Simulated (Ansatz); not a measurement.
Ti, DFT, LDA, all-electron PAW with datasets made for the crystal, scalar-relativistic (Ansatz 0.2.0), run on 1 thread of Arm Neoverse V1 on a shared host.

The cell comes from COD entry 1534878, which wasn't checked; take it as a given geometry. The listed cell was then made from it by scaling, straining or moving an atom.

Command: `ansatz run input.yaml --threads 1 --pin off --max-ram 3072MiB --backend cpu --events-out ev --progress --plain --runs-dir out`

```yaml
crystal:
  lattice:
    - [0.0, 1.9885598007, 1.9885598007]
    - [1.9885598007, 0.0, 1.9885598007]
    - [1.9885598007, 1.9885598007, 0.0]
  atoms:
    - { symbol: Ti, position: [0.0, 0.0, 0.0] }
kpoints:
  mp_grid: { grid: [14, 14, 14] }
scf:
  occupations: { method: fermi_dirac, width: 0.05 }
hamiltonian:
  xc: lda
  pseudopotentials: { kind: all_electron, datasets: crystal }
output:
  forces: true
  stress: true
  eigenvalues: true
  efg: { contact_densities: true }
```

Question: How large is the problem that the program sets up?

Answer: 104 irreducible k-points, 169 plane waves at Γ, 7 bands.

Question: Estimate the wall time and the peak memory.

Answer: 4.2 s of wall time for 7 SCF iterations, with a peak of 0.33 GiB. Times on shared machines scatter by tens of per cent.
